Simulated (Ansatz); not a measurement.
Starting cell, HfO₂ (fluorite):

```
HfO2
1.0
    0.00000     5.09760     5.09760
    2.54880     0.00000     2.54880
    2.54880     2.54880     0.00000
Hf O
2 4
Direct
  0.00000   0.00000   0.00000
  0.50000   0.00000   0.00000
  0.12500   0.25000   0.25000
  0.62500   0.25000   0.25000
  0.37500   0.75000   0.75000
  0.87500   0.75000   0.75000
```

Two-dimensional scan of atom 4 (O, nearest neighbour Hf at 2.207 Å; its periodic images, 3.6 Å or more away, move with it): u runs along (0.707, 0.707, 0.000), v along (0.000, 0.000, 1.000) (Cartesian). Cell and other atoms are fixed.

These are PBE (plane waves to 420 eV, PAW, scalar-relativistic; Ansatz, a quantum-chemistry and plane-wave program) values and carry that method's errors. k mesh 9×9×9 (Γ-centred), Fermi-Dirac smearing 0.05 eV. The energy includes the smearing's −TS. Points where atoms come too close for the PAW data are left out (x in tables, blank in figures). HfO2 is run without spin polarisation. HfO2 was relaxed with its symmetry unable to fall. Spin-orbit coupling is left out, though Hf is heavy. This is a high-temperature form of HfO2.

Changes of ΔE (meV/cell) from the point u = 0.000 Å, v = 0.000 Å when one coordinate moves alone (two changes are said to add if the coupling is within 5 % of the smaller one, nearly so within 20 %):

```csv
point,change
"u = 0.000 Å, v = -0.330 Å",667.0
"u = 0.000 Å, v = -0.165 Å",162.8
"u = -0.330 Å, v = 0.000 Å",646.0
"u = -0.165 Å, v = 0.000 Å",153.9
"u = 0.165 Å, v = 0.000 Å",153.9
"u = 0.330 Å, v = 0.000 Å",646.0
"u = 0.000 Å, v = 0.165 Å",162.9
"u = 0.000 Å, v = 0.330 Å",665.5
```

What is the change at u = -0.330 Å, v = 0.165 Å, where both move, and how far is it from the sum?

The sum of the single changes is 646.0 + (162.9) = 808.9; the calculation gives 586.1, so the coupling contributes -222.8 (over 20 % of the smaller single change, not additive).

What is the change at u = 0.165 Å, v = 0.330 Å, where both move, and how far is it from the sum?

The sum of the single changes is 153.9 + (665.5) = 819.4; the calculation gives 722.4, so the coupling contributes -97.0 (over 20 % of the smaller single change, not additive).

What is the change at u = -0.165 Å, v = 0.165 Å, where both move, and how far is it from the sum?

The sum of the single changes is 153.9 + (162.9) = 316.8; the calculation gives 263.2, so the coupling contributes -53.6 (over 20 % of the smaller single change, not additive).

(A displaced cell: forces are minus the slopes of the energy, force constants its curvatures, and phonons follow from these.)
